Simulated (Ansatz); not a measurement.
GaN:
Space group Fm-3m (No. 225); a = 4.217 Å, b = 4.217 Å, c = 4.217 Å, α = 90.00°, β = 90.00°, γ = 90.00°

```json
[
 {"atom": "N", "site": "4a", "symmetry": "m-3m", "x": "0.0000", "y": "0.0000", "z": "0.0000"},
 {"atom": "Ga", "site": "4b", "symmetry": "m-3m", "x": "0.5000", "y": "0.5000", "z": "0.5000"}
]
```
(The calculation used a cell of 2 atoms; values per cell refer to that cell.)

Relaxed with r²SCAN. Independent-particle spectrum: no excitons, no local fields, no scissors shift; 0.1 eV broadening; ε₁ of the summed bands alone.

Task: Tabulate the dielectric function from the program Ansatz at the r²SCAN level (PAW).

Result: 

| E (eV) | ε₁ xx | ε₂ xx |
|---|---|---|
| 0.0 | 6.98 | 0.00 |
| 0.5 | 7.01 | 0.00 |
| 1.0 | 7.10 | 0.00 |
| 1.5 | 7.27 | 0.00 |
| 2.0 | 7.52 | 0.00 |
| 2.5 | 7.91 | 0.00 |
| 3.0 | 8.51 | 0.00 |
| 3.5 | 9.64 | 0.42 |
| 4.0 | 10.43 | 0.95 |
| 4.5 | 12.08 | 2.81 |
| 5.0 | 12.12 | 4.48 |
| 5.5 | 13.36 | 6.15 |
| 6.0 | 12.37 | 12.52 |
| 6.5 | 8.41 | 13.97 |
| 7.0 | 5.30 | 16.81 |
| 7.5 | -5.25 | 12.58 |
| 8.0 | -4.34 | 6.26 |
| 8.5 | -0.94 | 5.49 |
| 9.0 | -0.11 | 4.79 |
| 9.5 | -0.57 | 5.70 |
| 10.0 | -0.40 | 4.41 |
| 10.5 | 0.00 | 4.27 |
| 11.0 | 0.48 | 3.99 |
| 11.5 | 1.60 | 4.55 |
| 12.0 | -1.28 | 7.46 |

Task: From ε at 4.8 eV (xx: 12.02 + 3.90i), find n, k, the normal reflectivity and the absorption coefficient.

Result: n = 3.51, k = 0.555, R = 32 %, α = 2kE/ħc = 270000 cm⁻¹.

With all bands, ε∞ without local fields is 7.13. DFPT, with local fields, gives 7.30.

This is a known high-pressure phase of the composition, computed here at zero pressure and temperature. Symmetry was held in the r²SCAN relaxation; phonons on a q-mesh show no instability. Scalar-relativistic: spin–orbit coupling is off unless named, which matters more the heavier the elements.

Potentials: the later of the program's two PAW sets.
